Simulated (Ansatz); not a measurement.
Consider the following.

Rb$_{2}$NiF$_{4}$:
```cif
data_F8Ni2Rb4
_chemical_formula_sum 'Rb4 Ni2 F8'
_space_group_name_H-M_alt 'P 1'
_space_group_IT_number 1
_cell_length_a 7.42803
_cell_length_b 7.42803
_cell_length_c 5.76340
_cell_angle_alpha 90.000
_cell_angle_beta 90.000
_cell_angle_gamma 134.346
loop_
_space_group_symop_operation_xyz
  'x, y, z'
loop_
_atom_site_label
_atom_site_type_symbol
_atom_site_fract_x
_atom_site_fract_y
_atom_site_fract_z
_atom_site_occupancy
Rb1 Rb 0.64647 0.35353 0.00000 1
Rb2 Rb 0.35353 0.64647 0.00000 1
Ni1 Ni 0.00000 0.00000 0.00000 1
F1 F 0.75000 0.75000 0.75000 1
F2 F 0.25000 0.25000 0.75000 1
F3 F 0.85428 0.14572 0.00000 1
F4 F 0.14572 0.85428 0.00000 1
Rb3 Rb 0.14647 0.85353 0.50000 1
Rb4 Rb 0.85353 0.14647 0.50000 1
Ni2 Ni 0.50000 0.50000 0.50000 1
F5 F 0.25000 0.25000 0.25000 1
F6 F 0.75000 0.75000 0.25000 1
F7 F 0.35428 0.64572 0.50000 1
F8 F 0.64572 0.35428 0.50000 1
```
The run is spin-polarised.

This is the r²SCAN-relaxed structure.

Q: All from plane-wave PAW r²SCAN (Ansatz code), unless another level is named. Predict the magnetic order.

A: antiferromagnetic.

Q: And the Bader charges?

A: Rb +0.90, Ni +1.45, F -0.83 to -0.80 e.

Space group I4/mmm. The first step of the workflow began from a Materials Project structure, measured or hypothetical; the Crystallography Open Database copy checked does not list it. Its standing as an ambient phase is unchecked. The cell was relaxed with r²SCAN under the symmetry of its start, as lowered by the spin order; whether a distortion lowers the energy is not shown. Magnetic state: antiferromagnetic, chosen from 5 collinear starts compared on coarse meshes (ties went to the first, and starts can fall back to one state), not a proven ground state. Other orbital occupations within this spin state were not tried. No Hubbard U is applied.

Potentials: the later of the program's two PAW sets.
